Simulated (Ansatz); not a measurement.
AlN:
```cif
data_AlN
_chemical_formula_sum 'Al1 N1'
_space_group_name_H-M_alt 'P 1'
_space_group_IT_number 1
_cell_length_a 2.66749
_cell_length_b 2.66749
_cell_length_c 3.99967
_cell_angle_alpha 90.000
_cell_angle_beta 90.000
_cell_angle_gamma 90.000
loop_
_space_group_symop_operation_xyz
  'x, y, z'
loop_
_atom_site_label
_atom_site_type_symbol
_atom_site_fract_x
_atom_site_fract_y
_atom_site_fract_z
_atom_site_occupancy
Al1 Al 0.50000 0.50000 0.00000 1
N1 N 0.00000 0.00000 0.00000 1
```

This is the r²SCAN+D4-relaxed structure.

Question: All from plane-wave PAW r²SCAN+D4 (Ansatz code), unless another level is named. Give the Bader charges.

Answer: Al +2.49, N -2.49 e.

Question: And the static dielectric constant ε0 (ions relaxed, cell fixed)?

Answer: 8.28 (xx = yy), 4.21 (zz).

Question: Next, the Born charges (a third of the trace)?

Answer: Al +2.51, N -2.51 e.

Space group P4/mmm. The cell is a constructed one: a structure type filled with these elements; neither database checked (COD, Materials Project) lists it. It is not the phase usual at ambient conditions (space group No. 186, 216). The cell was relaxed with r²SCAN+D4 under the symmetry of its start. At this level the phase is dynamically unstable (imaginary phonons).

Potentials: the later of the program's two PAW sets.
